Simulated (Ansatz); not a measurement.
Relaxed-ion elastic tensor of AlO$_{2}$ in space group Pnma (No. 62; Al on 4c, O on 4c, O on 4c) in GPa (Voigt order), r²SCAN (plane waves, PAW; program Ansatz); density 3.08 g/cm³, 10.61 Å³ per atom.

|  | 1 | 2 | 3 | 4 | 5 | 6 |
|---|---|---|---|---|---|---|
| 1 | 262 | 67.6 | 81.0 | 0.0 | 0.0 | 0.0 |
| 2 | 67.6 | 296 | 58.8 | 0.0 | 0.0 | 0.0 |
| 3 | 81.0 | 58.8 | 124 | 0.0 | 0.0 | 0.0 |
| 4 | 0.0 | 0.0 | 0.0 | 63.9 | 0.0 | 0.0 |
| 5 | 0.0 | 0.0 | 0.0 | 0.0 | 55.4 | 0.0 |
| 6 | 0.0 | 0.0 | 0.0 | 0.0 | 0.0 | 40.6 |

Is the crystal mechanically stable?

Yes: the smallest eigenvalue of C is 40.6 GPa.

Work out the Voigt, Reuss and Hill averages.

K_V = 122, K_R = 105, K_H = 113; G_V = 63.6, G_R = 55.1, G_H = 59.4 GPa.

Give Young's modulus, Poisson's ratio, Pugh's ratio and the universal anisotropy index.

E = 9KG/(3K + G) = 152 GPa; ν = 0.28; K/G = 1.91 (ductile by the Pugh limit of 1.75); A_U = 5G_V/G_R + K_V/K_R − 6 = 0.93.

Estimate the sound speeds and the Debye temperature.

v_l = √((K + 4G/3)/ρ) = 7910 m/s, v_t = √(G/ρ) = 4390 m/s, mean 4890 m/s; Θ = (h/k)(3n/4πV)^(1/3) v_m = 663 K.

Solve the Christoffel equation for the three sound speeds along x, y, z.

Eigenvalues of C_ijkl n_j n_l equal ρv². In km/s, slowest first: x 3.63, 4.24, 9.22; y 3.63, 4.56, 9.81; z 4.24, 4.56, 6.34.

How much does each axis shrink under pressure?

Linear compressibilities β_i = Σ_j S_ij (j = 1 to 3): x 1.4, y 1.8, z 6.3 per TPa.

The first step of the workflow began from a Materials Project structure, measured or hypothetical; the Crystallography Open Database copy checked does not list it. Its standing as an ambient phase is unchecked. The cell was relaxed with r²SCAN under the symmetry of its start; whether a distortion lowers the energy is not shown. Spin order of the final state: ferromagnetic, chosen from 4 collinear starts compared on coarse meshes (ties went to the first, and starts can fall back to one state), not a proven ground state. Other orbital occupations within this spin state were not tried. No Hubbard U is applied.

Potentials: the later of the program's two PAW sets.
